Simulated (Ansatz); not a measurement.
**Ag (P6_3/mmc): elasticity against pressure**

```xyz
2
Lattice="2.8659 0.0000 0.0000 -1.4330 2.4820 0.0000 0.0000 0.0000 4.6951" Properties=species:S:1:pos:R:3 pbc="T T T"
Ag    0.0000    1.6546    1.1738
Ag    1.4330    0.8273    3.5213
```

This is the zero-pressure cell. At each pressure cell and atoms are relaxed in this structure, and the constants are slopes of the stress at strains of ±0.005 with relaxed ions (the coefficients that govern stability under load). Level: PBEsol, PAW on Ansatz 0.2.0's default frozen-core files (fitted under PBE), scalar-relativistic; k mesh 18×18×10, strains of ±0.005, Fermi-Dirac smearing of 0.100 eV, cutoff 420 eV. P is the pressure of the relaxed cell, less that of this one.

```tsv
P (GPa)	V/V₀	C11 (GPa)	C12 (GPa)	C13 (GPa)	C33 (GPa)	C44 (GPa)
0.00	1.0000	167.3	106.9	79.9	191.1	25.4
1.00	?	?	?	?	?	?
2.03	0.9837	182.1	118.3	88.0	208.6	27.3
4.03	0.9691	196.3	129.2	95.9	225.8	29.3
7.01	0.9498	216.6	144.9	107.4	250.6	32.0
10.04	0.9324	236.8	160.5	118.9	275.1	34.8
15.04	0.9074	269.0	185.6	137.6	314.6	39.1
```

Question: Does the bulk modulus from the constants agree with the pressure-volume curve?

Answer: A third-order Birch-Murnaghan fit to the volumes shown (F against f, f = [(V₀/V)^(2/3) − 1]/2) gives B₀ = 117.7 GPa and B′ = 5.7. Its −V dP/dV stands beside the Reuss value 1/ΣS_ij (i, j ≤ 3):

```csv
P (GPa),from P(V),from the constants
0.00,117.7,117.7
2.03,129.0,129.0
4.03,140.0,140.0
7.01,155.9,155.9
10.04,171.7,171.7
15.04,197.2,197.1
```

Question: What are the pressure derivatives at zero pressure?

Answer: Slopes at V₀ of quadratic fits in −ln(V/V₀) through the first four rows shown, divided by B₀: dC11/dP = 7.4, dC12/dP = 5.7, dC13/dP = 4.0, dC33/dP = 8.7, dC44/dP = 1.0. The mean slopes up to 4.0 GPa are 7.2, 5.5, 4.0, 8.6, 1.0; curvature and scatter of the constants part the two.

Question: Fill the row at 1.00 GPa.

Answer: Cubic fits in −ln(V/V₀) through all rows shown give C11 = 174.7, C12 = 112.6, C13 = 83.9, C33 = 199.9, C44 = 26.4 GPa. Computed: V/V₀ = 0.9917, C11 (GPa) = 174.8, C12 (GPa) = 112.6, C13 (GPa) = 83.9, C33 (GPa) = 199.8, C44 (GPa) = 26.3.

Question: Does a shear stiffness soften?

Answer: C44 goes from 25.4 to 39.1 GPa; (C11 − C12)/2 goes from 30.2 to 41.7 GPa. Neither ends more than 3 % under its start, and the lattice stays mechanically stable over this range.

Caveats: the structure is a database entry and needn't be the stable phase; no other phase was computed; many crystals of this kind change structure within this range, and rows or crossings beyond such a change describe a metastable lattice; frozen-core PAW files fitted under PBE, their cores solved anew for the functional of the run; responses of metals move with mesh and smearing; elastic stability says nothing of phonons or of other phases; phonons weren't checked at these pressures.
